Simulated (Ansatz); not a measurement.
Cs2Hg3I8 in space group Cm (No. 8; Pearson symbol mS26), r²SCAN in the plane-wave PAW code Ansatz. The conduction-band minimum lies at Γ, with 1 equivalent valley. Second derivatives d²E/dk² of the lowest band at one valley (eV·Å²), along Cartesian directions:…

| direction | d²E/dk² |
|---|---|
| [100] | 19.98 |
| [010] | 20.01 |
| [001] | 15.37 |
| [110] | 17.78 |
| [101] | 17.68 |
| [011] | 17.70 |

Find the principal effective masses, the density-of-states mass and the conductivity mass.

Off-diagonal terms follow from H_xy = H[110] − (H_xx + H_yy)/2, and m*/mₑ = 7.620 eV·Å² over each eigenvalue: 0.34, 0.43, 0.50. One valley's DOS mass (m₁m₂m₃)^(1/3) = 0.42, conductivity mass 3/(Σ 1/mᵢ) = 0.41 mₑ.

What effective density of states Nc follows at 300 K for parabolic valleys?

Nc = 2.509e19 × 1 × (0.42)^(3/2) ≈ 6.8e18 cm⁻³.

The workflow started from a Materials Project entry (that database holds measured and hypothetical structures alike); the Crystallography Open Database files this formula in space group No. 8, but the cells were not matched. Its standing as an ambient phase is unchecked. The cell was relaxed with r²SCAN under the symmetry of its start; whether a distortion lowers the energy is not shown. Point labels and valley counts follow the cell and symmetry of the run, lower than the named group. Spin–orbit coupling is left out wherever it is not named.

Potentials: the later of the program's two PAW sets.

Edges and masses are those of Kohn–Sham bands, whose gap is no quasiparticle gap.
